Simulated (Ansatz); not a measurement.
The start is a generated cell, Mo placed in the AFLOW prototype A_oF8_70_a. A full variable-cell relaxation at zero pressure is run with PBEsol (plane waves to 420 eV, PAW, scalar-relativistic; Ansatz, a program for electronic structure). The first steps use a coarse 14×14×14 k-mesh.

Starting cell:
```
Mo
1.0
    0.00000     2.53026     4.45763
    1.38558     0.00000     4.45763
    1.38558     2.53026     0.00000
Mo
2
Direct
  0.25000   0.25000   0.25000
  0.00000   0.00000   0.00000
```

Problem. What band gap does the relaxed structure have at this level?

Solution. No gap (metallic).

The space group stays Fddd (No. 70) (the run could not lower it); the end is AFLOW prototype A_oF8_70_a, with 2 atoms in the primitive cell. Final values are on a 20×20×20 k-mesh of the relaxed cell. No spin polarisation in the result.

The run could not lose the symmetry of its start: the end is stationary, and may be a saddle point rather than a minimum.

All atoms sit on sites fixed by symmetry, so only the cell could relax.

The relaxed structure here is a generated cell of Mo: the first start was made by placing the elements on the sites of a structure type, and the end was not matched to a known phase here, so it may be hypothetical. Known forms of Mo include space group No. 229.
